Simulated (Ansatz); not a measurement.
## Sn3Se: moving Sn off its site

Sn3Se, Fm-3m, a = 7.456 Å. The structure is a Materials Project entry; whether it is the stable form wasn't checked. Ansatz: PBE, PAW, 420 eV, Γ-centred 12×12×12 mesh on 4 atoms, Gaussian smearing 0.15 eV; no spin polarisation.

```
Sn Se
1.0
     0.00000    3.72795    3.72795
     3.72795    0.00000    3.72795
     3.72795    3.72795    0.00000
Sn Se
3 1
Direct
  0.25000 0.25000 0.25000
  0.75000 0.75000 0.75000
  0.50000 0.50000 0.50000
  0.00000 0.00000 0.00000
```

Atom 3 (Sn) moves by x along the unit vector (0.000, 0.000, 1.000), with its periodic images; all else is held. y is the free energy of the cell over the start, F the force along the path summed over the moved atoms. Symmetry makes y even in x.

```tsv
x (Å)	y (meV)	F (eV/Å)
-0.1000	12.43	0.25
-0.0333	1.38	0.08
0.0000	0.00	0.00
0.0500	3.12	-0.12
0.0667	?	?
0.0833	8.63	-0.21
```

**Question.** Fit y = c2 x² + c4 x⁴ to the energies of the other rows, give the force constant, and predict energy and force of the missing row.

**Answer.** Least squares on the rows shown. y = 1247 x² − 424.2 x⁴. The force constant is 2 c2 = 2.49 eV/Å² (for all images moving together, not for a lone atom). The force −dy/dx at the missing row is -0.17 eV/Å (computed -0.17). At x = 0.0667 the fit asked for gives 5.54 meV. The run gave 5.54 meV, the same to the digits shown.

Cost: 6 runs of about 4.8 core-minutes in all, on Intel Xeon Processor @ 2.70GHz (shared hosts).